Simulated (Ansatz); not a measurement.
One stationary structure of ZnO. All values below come from PBEsol (plane waves to 420 eV, PAW, scalar-relativistic; Ansatz, a first-principles code).

```cif
data_O2Zn2
_chemical_formula_sum 'Zn2 O2'
_space_group_name_H-M_alt 'P 1'
_space_group_IT_number 1
_cell_length_a 3.41239
_cell_length_b 3.41239
_cell_length_c 4.48275
_cell_angle_alpha 90.000
_cell_angle_beta 90.000
_cell_angle_gamma 120.000
loop_
_space_group_symop_operation_xyz
  'x, y, z'
loop_
_atom_site_label
_atom_site_type_symbol
_atom_site_fract_x
_atom_site_fract_y
_atom_site_fract_z
_atom_site_occupancy
Zn1 Zn 0.33333 0.66667 0.75000 1
Zn2 Zn 0.66667 0.33333 0.25000 1
O1 O 0.66667 0.33333 0.75000 1
O2 O 0.33333 0.66667 0.25000 1
```

Find the space group and the Wyckoff positions (tolerance 0.01 Å).

Space group P6₃/mmc (No. 194); a = 3.4124 Å, b = 3.4124 Å, c = 4.4827 Å, α = 90.00°, β = 90.00°, γ = 120.00°

| atom | site | symmetry | x | y | z |
|---|---|---|---|---|---|
| Zn | 2d | -6m2 | 0.6667 | 0.3333 | 0.2500 |
| O | 2c | -6m2 | 0.3333 | 0.6667 | 0.2500 |

Give the shortest distances between elements (the closest pairs, up to four, under 3.6 Å).

O–Zn 1.97 Å; Zn–Zn 2.98 Å; O–O 2.98 Å.

Volume per atom: 11.30 Å³
Band gap: 0.93 eV, indirect (valence top at H, conduction bottom at Γ) (no spin-orbit coupling)
Smallest direct gap: 0.97 eV at Γ

No spin polarisation in the result.

The run could not lose the symmetry of its start.

It was reached from a disturbed copy of a Pmma (No. 51) cell, against which it lies -0.350 eV/atom.

The first start was generated by placing the elements on the sites of a structure type. Materials Project lists a structure of ZnO in the same space group, P6₃/mmc (No. 194); the sites were not compared with it, nor with measured phases. Known forms of ZnO include space group No. 186.
